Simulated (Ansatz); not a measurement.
A relaxation computed with Ansatz, from input to last step.

```yaml
crystal:
  lattice:
    - [4.4823646598, 0.0, 0.0]
    - [-2.2411823299, 3.8818416644, 0.0]
    - [0.0, 0.0, 6.0598226277]
  atoms:
    - { symbol: Ba, position: [0.6666666667, 0.3333333333, 0.75] }
    - { symbol: Ba, position: [0.3333333333, 0.6666666667, 0.25] }
    - { symbol: H, position: [0.3333333333, 0.6666666667, 0.75] }
    - { symbol: H, position: [0.6666666667, 0.3333333333, 0.25] }
    - { symbol: H, position: [0.0, 0.0, 0.5] }
    - { symbol: H, position: [0.0, 0.0, 0.0] }
basis:
  ecutwfc: 500
kpoints:
  mp_grid: { grid: [6, 6, 6] }
hamiltonian:
  xc: r2scan
scf:
  occupations: { method: gaussian, width: 0.02 }
output:
  forces: true
  stress: true
  eigenvalues: true
relax:
  adjacent_minimum: "off"
  f_tol: 0.01
  max_steps: 30
  cell: { stress_tol: 0.1, fix: [volume] }
```

```bash
ansatz run input.yaml --threads 2 --pin off --max-ram 5120MiB --backend cpu --events-out ev --progress --plain --runs-dir out
```

Computed with DFT r2SCAN, scalar-relativistic, plane waves, PAW in Ansatz.

The volume is held at 1.03 times that of the relaxed cell.

Of 3 frames 3 are shown, positions in Å and forces in eV/Å; the SCF threshold varies from step to step. Steps run on the plane waves of an earlier cell, with a Pulay correction in the pressure. The basis is chosen afresh for the last frame, the zero of the energies, and at times for earlier ones too; energy and pressure step there, also at an unchanged geometry.

```xyz
6
Lattice="4.4824 0.0000 0.0000 -2.2412 3.8818 0.0000 0.0000 0.0000 6.0598" Properties=species:S:1:pos:R:3:forces:R:3 pbc="T T T" step=1 free_energy_over_end_meV_per_atom=0.18 pressure_GPa=-1.01
Ba    2.2412    1.2939    4.5449    0.0000    0.0000    0.0000
Ba    0.0000    2.5879    1.5150    0.0000    0.0000    0.0000
H     0.0000    2.5879    4.5449    0.0000    0.0000    0.0000
H     2.2412    1.2939    1.5150    0.0000    0.0000    0.0000
H     0.0000    0.0000    3.0299    0.0000    0.0000    0.0000
H     0.0000    0.0000    0.0000    0.0000    0.0000    0.0000
6
Lattice="4.4679 0.0000 0.0000 -2.2340 3.8693 0.0000 0.0000 0.0000 6.0991" Properties=species:S:1:pos:R:3:forces:R:3 pbc="T T T" step=2 free_energy_over_end_meV_per_atom=0.00 pressure_GPa=-0.90
Ba    2.2340    1.2898    4.5743    0.0000    0.0000    0.0000
Ba    0.0000    2.5796    1.5248    0.0000    0.0000    0.0000
H     0.0000    2.5796    4.5743    0.0000    0.0000    0.0000
H     2.2340    1.2898    1.5248    0.0000    0.0000    0.0000
H     0.0000    0.0000    3.0495    0.0000    0.0000    0.0000
H     0.0000    0.0000    0.0000    0.0000    0.0000    0.0000
6
Lattice="4.4679 0.0000 0.0000 -2.2340 3.8693 0.0000 0.0000 0.0000 6.0991" Properties=species:S:1:pos:R:3:forces:R:3 pbc="T T T" step=3 free_energy_over_end_meV_per_atom=0.00 pressure_GPa=-0.90
Ba    2.2340    1.2898    4.5743    0.0000    0.0000    0.0000
Ba    0.0000    2.5796    1.5248    0.0000    0.0000    0.0000
H     0.0000    2.5796    4.5743    0.0000    0.0000    0.0000
H     2.2340    1.2898    1.5248    0.0000    0.0000    0.0000
H     0.0000    0.0000    3.0495    0.0000    0.0000    0.0000
H     0.0000    0.0000    0.0000    0.0000    0.0000    0.0000
```

It took 33 s on 2 threads of AMD EPYC (Zen 3) (shared host), peak memory 0.67 GiB.